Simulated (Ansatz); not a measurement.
Clean, relaxed (111) slab of Sc (Fm-3m (No. 225)), 3 planes, outer planes Sc (top) and Sc (bottom):

```xyz
3
Lattice="3.2187 0.0000 0.0000 -1.6093 2.7875 0.0000 0.0000 0.0000 22.2561" Properties=species:S:1:pos:R:3 pbc="T T T"
Sc    1.6093    0.9292    8.5000
Sc    0.0000    1.8583   11.0539
Sc    0.0000    0.0000   13.6035
```

Level of theory: DFT PBEsol, scalar-relativistic, plane waves, PAW (Ansatz). Cutoff 420 eV; k points 9×9×1 on the computed 3-atom cell (Γ-centred); Gaussian smearing, width 0.10 eV; no spin polarisation. A dipole correction removes the field between periodic images along c.

Each adsorbate, one a 1×1 cell of 9.0 Å², is relaxed from two or three sites of the top face, and its lowest end is kept. E_ads counts from the clean slab and the free, spin-polarised adsorbate; heights from the highest slab atom; Δp along +c.

| adsorbate | lowest E_ads (eV) | bonded neighbours | height (Å) | Δp (e·Å) |
| --- | --- | --- | --- | --- |
| F | -7.04 | 3 | 1.15 | -0.014 |
| Co | -5.02 | 3 | 1.65 | -0.026 |
| H | -3.42 | 3 | 0.98 | -0.023 |

(1) What do you expect for CO?

## Answers

(1) E_ads = -1.70 eV, 3 bonded neighbours, height 1.51 Å, Δp = -0.114 e·Å. That is the weakest of the 4.

The reference crystal is the fcc form of Sc, which isn't its usual structure.